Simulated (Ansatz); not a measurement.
In r²SCAN (plane waves, PAW; program Ansatz), AlPd in the rock salt structure (Fm-3m) relaxes to a = 5.089 Å. Pd has 6 nearest neighbours from 2.54 Å (octahedral); Al has 6 nearest neighbours from 2.54 Å (octahedral). Its formation energy from the elements is -0.38 eV/atom, with no fitted shifts.

Electronic character: metallic (no gap). Gap from r²SCAN with spin–orbit coupling: none (metallic).

The bulk modulus is 118 GPa. The relaxed-ion elastic constants in GPa are C11 = 220, C12 = 67.6, C44 = -16.4. Bader charges are Pd -1.68, Al +1.68 e.

The start of the workflow was typed in or built on a structure type; neither database checked (COD, Materials Project) lists it. Whether it is the stable phase at ambient conditions was not checked. The cell was relaxed with r²SCAN under the symmetry of its start. At this level the phase is mechanically unstable. The run is not spin-polarised. As this level gives no gap, shear constants depend on the k-mesh and smearing (Fermi–Dirac, 0.1 eV here). The references are the lowest solids computed at this level, not always the standard phases. Spin–orbit coupling is left out wherever it is not named.

Potentials: the earlier of the program's two PAW sets.
